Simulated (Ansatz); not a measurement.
## Profile along the Mg–Mg line in Mg (hcp, Mg type)

Mg (hcp, Mg type), conventional cell a = 3.1862 Å, b = 3.1862 Å, c = 5.2235 Å, α = 90.00°, β = 90.00°, γ = 120.00°. The calculation uses the primitive cell of 2 atoms, to which meshes and values per cell refer.

Fields along a shortest Mg–Mg line of a (-1 1 0 2) plane (3.19 Å), from Mg to Mg, interpolated on the slice's grid (step about 0.2 Å). Calculation: PBE (plane waves to 420 eV, PAW, scalar-relativistic; Ansatz, an electronic-structure program). k mesh 17×17×9. These are valence fields of a PAW run, semicore shells included where kept as valence: close to a nucleus they are smooth pseudo fields. Mg was relaxed with its symmetry unable to fall. The PAW data are Ansatz's earlier set.

| distance from Mg (Å) | valence electron density (e/Å³) | electron localisation function |
|---|---|---|
| 0.00 | 30.34 | x |
| 0.32 | 15.41 | x |
| 0.64 | 0.96 | 0.26 |
| 0.96 | 0.13 | 0.06 |
| 1.28 | 0.10 | 0.39 |
| 1.59 | 0.10 | 0.59 |
| 1.91 | 0.10 | 0.39 |
| 2.23 | 0.13 | 0.06 |
| 2.55 | 0.96 | 0.26 |
| 2.87 | 15.41 | x |
| 3.19 | 30.34 | x |

x: too close to a nucleus for the ELF to mean much.

Density on the Mg–Mg line (3.19 Å) at its midpoint: 0.10 e/Å³. ELF at that point: 0.6. ELF maximum in the middle third of the Mg–Mg line: 0.59, 1.6 Å from Mg.
